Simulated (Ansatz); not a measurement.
## Trial structure types under relaxation

All numbers below come from DFT PBEsol, scalar-relativistic, plane waves, PAW in Ansatz. Settings: cutoff 420 eV, Γ-centred meshes no coarser than 0.19 Å⁻¹ for metals and 0.3 Å⁻¹ for insulators (2π included), Gaussian smearing.

Each formula is placed on the named type at a guessed volume, then cell and atoms relax at zero pressure without lowering the symmetry. Keeping the type says nothing about stability against other structures or lower symmetry. Neighbours of an atom are counted within 25 % of the shortest distance of their pair. The atoms listed around a site end at a clear gap in distance instead, so their number can differ.

Does Sr keep the simple hexagonal type (P6/mmm, No. 191)?

Yes: a = 4.005 Å, c = 3.724 Å. Sr has 2 Sr at 3.72 Å and 6 Sr at 4.00 Å.

Does Al keep the omega type (P6/mmm, No. 191)?

Yes: a = 4.583 Å, c = 2.769 Å. Al on Wyckoff site a (1 atom of the primitive cell) has 2 Al at 2.77 Å and 12 Al at 2.99 Å; Al on Wyckoff site d (2 atoms of the primitive cell) has 5 Al at 2.65–2.77 Å and 6 Al at 2.99 Å.

Al on the beta-tin type (I4_1/amd, No. 141): does the type hold?

Yes: a = 5.262 Å, c = 2.712 Å. Al is coordinated by 6 Al at 2.71–2.72 Å.

Does Al keep the black phosphorus type (Cmce, No. 64)?

No, it ends in Fmmm (No. 69) with a = 2.788 Å, b = 4.883 Å, c = 10.310 Å. Al has 9 Al at 2.73–2.81 Å.